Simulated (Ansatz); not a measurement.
# Kick test of a cell of Zr2Ti3C5

The cell was found from a structure generator's guess, not taken from experiment.

The calculation used DFT PBE, scalar-relativistic, plane waves, PAW (Ansatz). Cutoff 420 eV; k points 16×16×16 on the computed 10-atom cell (Γ-centred); Gaussian smearing, width 0.10 eV; no spin polarisation.

The cell below (10 atoms, space group I4/mmm (No. 139)) is relaxed within its symmetry.

```yaml
crystal:
  lattice:
    - [-1.59782, 1.59782, 11.19760]
    - [1.59782, -1.59782, 11.19760]
    - [1.59782, 1.59782, -11.19760]
  atoms:
    - { symbol: Zr, position: [0.19615, 0.19615, 0.00000] }
    - { symbol: Zr, position: [0.80385, 0.80385, 0.00000] }
    - { symbol: Ti, position: [0.59466, 0.59466, 0.00000] }
    - { symbol: Ti, position: [0.40534, 0.40534, 0.00000] }
    - { symbol: Ti, position: [0.00000, 0.00000, 0.00000] }
    - { symbol: C, position: [0.69555, 0.69555, 0.00000] }
    - { symbol: C, position: [0.30445, 0.30445, 0.00000] }
    - { symbol: C, position: [0.90566, 0.90566, 0.00000] }
    - { symbol: C, position: [0.50000, 0.50000, 0.00000] }
    - { symbol: C, position: [0.09434, 0.09434, 0.00000] }
```

For the test it was strained at random (σ = 1.5 % a component), the atoms were moved at random (σ = 0.10 Å), and all was relaxed again on a coarse 8×8×8 mesh (in the run’s order of axes) with 0.20 eV smearing, with no symmetry imposed.

Q: Does it come back?

A: It returns, within 1 meV/atom of the unmoved cell on that mesh and with the same symmetry when read at 0.1 Å. No instability shows in this cell; modes of other wave vectors, which need another repeat, aren't tested.
